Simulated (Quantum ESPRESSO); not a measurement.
## SiAsGaO6 (input and log of a self-consistent run)

A calculation, not a measurement. The program is pw.x of Quantum ESPRESSO 7.5 (plane-wave density functional theory). The cell is made up: 9 atoms on a quartz lattice, with randomly drawn elements, strain and displacements, not relaxed. PseudoDojo standard norm-conserving files (v0.5 for PBE, v0.4.1 for LDA and PBEsol) set the functional; there is no spin polarisation, spin-orbit coupling or dispersion term, and the masses in the input are unused placeholders.

Input:

```
&control calculation='scf', pseudo_dir='./dojo.nc.sr.pbe.v0_5.standard.upf', outdir='./o', disk_io='low', tprnfor=.true., tstress=.true. /
&system ibrav=0, nat=9, ntyp=4, nbnd=40, ecutwfc=105.61755193, nosym=.true., tot_charge=0,
 occupations='smearing', smearing='fd', degauss=0.0018374661
/
&electrons conv_thr=7.350e-09, electron_maxstep=60, /
ATOMIC_SPECIES
As 1.0 As.upf
Ga 1.0 Ga.upf
O 1.0 O.upf
Si 1.0 Si.upf
CELL_PARAMETERS angstrom
5.0467 -0.0046 -0.029
-2.5273 4.4149 -0.0353
-0.0319 -0.0631 5.5523
ATOMIC_POSITIONS angstrom
Si 2.3378 -0.0264 3.7202
As -1.198 2.0965 1.8213
Ga 1.356 2.3642 -0.1046
O 1.3491 1.1408 4.3464
O 3.3502 0.6177 2.4926
O 2.8001 2.5539 0.6461
O 0.2548 1.8144 1.1603
O -1.1255 3.1862 2.9889
O 0.7508 3.6544 4.7887
K_POINTS automatic
7 7 6 1 1 1
```

The log is shortened where brackets say so; the opening notice, blank lines, dates and the lines on written files are dropped, and the path of the files is cut. It prints rydbergs, bohrs and kilobars, and counts compression as positive stress. With no partly filled state, the Fermi energy that it prints is only some level between the filled and the empty states on the mesh, and need not lie in the true gap.

```
     Program PWSCF v.7.5
     Parallel version (MPI & OpenMP), running on       4 processor cores
     Number of MPI processes:                 4
     Threads/MPI process:                     1
     [start-up lines left out]
     bravais-lattice index     =            0
     lattice parameter (alat)  =       9.5370  a.u.
     unit-cell volume          =     834.2594 (a.u.)^3
     number of atoms/cell      =            9
     number of atomic types    =            4
     number of electrons       =        68.00
     number of Kohn-Sham states=           40
     kinetic-energy cutoff     =     105.6176  Ry
     charge density cutoff     =     422.4702  Ry
     scf convergence threshold =      7.3E-09
     mixing beta               =       0.7000
     number of iterations used =            8  plain     mixing
     Exchange-correlation= PBE
                           (   1   4   3   4   0   0   0)
     [axes and pseudopotential details left out]
   Cartesian axes
     site n.     atom                  positions (alat units)
         1        Si     tau(   1) = (   0.4632256  -0.0052311   0.7371425  )
         2        As     tau(   2) = (  -0.2373788   0.4154129   0.3608832  )
         3        Ga     tau(   3) = (   0.2686859   0.4684566  -0.0207261  )
         4        O      tau(   4) = (   0.2673187   0.2260449   0.8612215  )
         5        O      tau(   5) = (   0.6638285   0.1223947   0.4938986  )
         6        O      tau(   6) = (   0.5548284   0.5060449   0.1280221  )
         7        O      tau(   7) = (   0.0504876   0.3595160   0.2299087  )
         8        O      tau(   8) = (  -0.2230132   0.6313326   0.5922384  )
         9        O      tau(   9) = (   0.1487680   0.7241045   0.9488614  )
     number of k points=   147  Fermi-Dirac smearing, width (Ry)=  0.0018
     Number of k-points >= 100: set verbosity='high' to print them.
     Dense  grid:   122357 G-vectors     FFT dimensions: (  64,  64,  72)
     Estimated max dynamical RAM per process >     512.11 MB
     Estimated total dynamical RAM >       1.91 GB
     Initial potential from superposition of free atoms
     starting charge      67.9965, renormalised to      68.0000
     Starting wfcs are   46 randomized atomic wfcs
     total cpu time spent up to now is       11.7 secs
     per-process dynamical memory:   450.5 Mb
     Self-consistent Calculation
     iteration #  1     ecut=   105.62 Ry     beta= 0.70
     Davidson diagonalization with overlap
     ethr =  1.00E-02,  avg # of iterations =  3.0
     total cpu time spent up to now is       42.7 secs
     total energy              =    -570.93533970 Ry
     estimated scf accuracy    <       2.57313890 Ry
     iteration #  2     ecut=   105.62 Ry     beta= 0.70
     Davidson diagonalization with overlap
     ethr =  3.78E-03,  avg # of iterations =  2.0
     total cpu time spent up to now is       69.7 secs
     total energy              =    -571.66634654 Ry
     estimated scf accuracy    <       1.94253947 Ry
     iteration #  3     ecut=   105.62 Ry     beta= 0.70
     Davidson diagonalization with overlap
     ethr =  2.86E-03,  avg # of iterations =  2.0
     total cpu time spent up to now is       94.3 secs
     total energy              =    -572.03140606 Ry
     estimated scf accuracy    <       0.04231406 Ry
     iteration #  4     ecut=   105.62 Ry     beta= 0.70
     Davidson diagonalization with overlap
     ethr =  6.22E-05,  avg # of iterations =  7.6
     total cpu time spent up to now is      126.0 secs
     total energy              =    -572.04526962 Ry
     estimated scf accuracy    <       0.00667375 Ry
     iteration #  5     ecut=   105.62 Ry     beta= 0.70
     Davidson diagonalization with overlap
     ethr =  9.81E-06,  avg # of iterations =  5.3
     total cpu time spent up to now is      154.4 secs
     total energy              =    -572.04582247 Ry
     estimated scf accuracy    <       0.00133272 Ry
     iteration #  6     ecut=   105.62 Ry     beta= 0.70
     Davidson diagonalization with overlap
     ethr =  1.96E-06,  avg # of iterations =  4.4
     total cpu time spent up to now is      180.3 secs
     total energy              =    -572.04597088 Ry
     estimated scf accuracy    <       0.00019305 Ry
     iteration #  7     ecut=   105.62 Ry     beta= 0.70
     Davidson diagonalization with overlap
     ethr =  2.84E-07,  avg # of iterations =  2.0
     total cpu time spent up to now is      201.0 secs
     total energy              =    -572.04598080 Ry
     estimated scf accuracy    <       0.00002835 Ry
     iteration #  8     ecut=   105.62 Ry     beta= 0.70
     Davidson diagonalization with overlap
     ethr =  4.17E-08,  avg # of iterations =  3.1
     total cpu time spent up to now is      223.9 secs
     total energy              =    -572.04598855 Ry
     estimated scf accuracy    <       0.00000076 Ry
     iteration #  9     ecut=   105.62 Ry     beta= 0.70
     Davidson diagonalization with overlap
     ethr =  1.12E-09,  avg # of iterations =  3.5
     total cpu time spent up to now is      252.9 secs
     total energy              =    -572.04598878 Ry
     estimated scf accuracy    <       0.00000054 Ry
     iteration # 10     ecut=   105.62 Ry     beta= 0.70
     Davidson diagonalization with overlap
     ethr =  7.96E-10,  avg # of iterations =  2.0
     total cpu time spent up to now is      276.4 secs
     total energy              =    -572.04598884 Ry
     estimated scf accuracy    <       0.00000005 Ry
     iteration # 11     ecut=   105.62 Ry     beta= 0.70
     Davidson diagonalization with overlap
     ethr =  7.68E-11,  avg # of iterations =  2.6
     total cpu time spent up to now is      302.8 secs
     End of self-consistent calculation
     Number of k-points >= 100: set verbosity='high' to print the bands.
     the Fermi energy is     5.0949 ev
!    total energy              =    -572.04598885 Ry
     estimated scf accuracy    <          5.3E-09 Ry
     smearing contrib. (-TS)   =       0.00000000 Ry
     internal energy E=F+TS    =    -572.04598885 Ry
     The total energy is F=E-TS. E is the sum of the following terms:
     one-electron contribution =    -393.13989146 Ry
     hartree contribution      =     235.43144519 Ry
     xc contribution           =    -143.97898247 Ry
     ewald contribution        =    -270.35856011 Ry
     convergence has been achieved in  11 iterations
     Forces acting on atoms (cartesian axes, Ry/au):
     atom    1 type  4   force =     0.01494314    0.04493063    0.04248755
     atom    2 type  1   force =    -0.00364057   -0.12403871   -0.05383489
     atom    3 type  2   force =    -0.07505079   -0.00730438    0.12494560
     atom    4 type  3   force =     0.05795926   -0.30288813   -0.26589875
     atom    5 type  3   force =    -0.03847259   -0.04231525    0.03703361
     atom    6 type  3   force =     0.17281431    0.06473287    0.06497361
     atom    7 type  3   force =    -0.00113161   -0.05327166    0.06779710
     atom    8 type  3   force =     0.00212241    0.13689258    0.12964780
     atom    9 type  3   force =    -0.12954356    0.28326205   -0.14715163
     Total force =     0.643447     Total SCF correction =     0.000199
     Computing stress (Cartesian axis) and pressure
          total   stress  (Ry/bohr**3)                   (kbar)     P=      227.61
   0.00133158  -0.00015827   0.00048664          195.88      -23.28       71.59
  -0.00015827   0.00166322   0.00049832          -23.28      244.67       73.31
   0.00048664   0.00049832   0.00164699           71.59       73.31      242.28
     init_run     :     11.18s CPU     11.57s WALL (       1 calls)
     electrons    :    290.42s CPU    291.12s WALL (       1 calls)
     forces       :      3.22s CPU      3.22s WALL (       1 calls)
     stress       :     11.28s CPU     11.29s WALL (       1 calls)
     [timing details left out]
     PWSCF        :   5m16.36s CPU   5m17.51s WALL
     JOB DONE.
```

In other units: free energy -7783.082 eV for the cell, pressure 22.76 GPa, largest force component 7.788 eV/Å. This run is the check on a run of the same cell at 1143 eV and a 5 x 5 x 4 mesh: rerunning at 1437 eV and a 7 x 7 x 6 mesh moved values by no more than 0.005 eV in energy, 0.02 GPa in stress and 0.003 eV/Å in force.